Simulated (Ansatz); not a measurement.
All numbers below come from Ansatz 0.2.0, DFT PBE, scalar-relativistic, plane waves, PAW. All cells share a 420 eV cutoff and Γ-centred k meshes spaced at most about 0.3 Å⁻¹ (about 0.25 or finer for metals, 2π included). No spin polarisation in the final relaxations.

All energies are static (0 K, no zero-point motion). All come from trial cells, and lower structures may exist.

**Question.** Order these relaxed structures of SrYbGa by energy, lowest first, with the energy over the lowest of them.
A.

```xyz
3
Lattice="5.2791 0.0000 0.0000 -2.6395 4.5718 0.0000 0.0000 0.0000 4.0729" Properties=species:S:1:pos:R:3 pbc="T T T"
Sr    2.6395    1.5239    0.0000
Yb    0.0000    3.0479    2.0364
Ga    0.0000    0.0000    2.0364
```

B.

```xyz
3
Lattice="4.2460 0.0000 0.0000 0.0000 4.2460 0.0000 0.0000 0.0000 6.3155" Properties=species:S:1:pos:R:3 pbc="T T T"
Sr    2.1230    2.1230    3.1577
Yb    0.0000    0.0000    0.0000
Ga    2.1230    2.1230    0.0000
```

C.

```xyz
6
Lattice="5.5147 0.0000 0.0000 -2.7574 4.7759 0.0000 0.0000 0.0000 7.0303" Properties=species:S:1:pos:R:3 pbc="T T T"
Sr    0.0000    3.1839    1.7576
Sr    2.7574    1.5920    5.2728
Yb    0.0000    0.0000    3.5152
Yb    0.0000    0.0000    0.0000
Ga    2.7574    1.5920    1.7576
Ga    0.0000    3.1839    5.2728
```

**Answer.** C (0 meV/atom), A (57 meV/atom), B (79 meV/atom). Forms: C P6_3/mmc; A P-6m2; B P4/mmm. Counting all near atoms (those within 1.25 times the shortest distance at each site; a plus sign parts nearer from farther groups): C has Sr 3+8, Yb 14, Ga 3+8; A has Sr 12+2, Yb 3+6, Ga 3+6; B has Sr 2, Yb 4, Ga 6.

The 4f shell of Yb is treated without a Hubbard U. Trial moments died out on the coarse mesh in P6_3/mmc, P-6m2 and P4/mmm; another magnetic start might hold. Cells relaxed within their symmetry can be saddle points. Some structure types and database cells were kept out of the candidates from the start, so a known form may be missing.
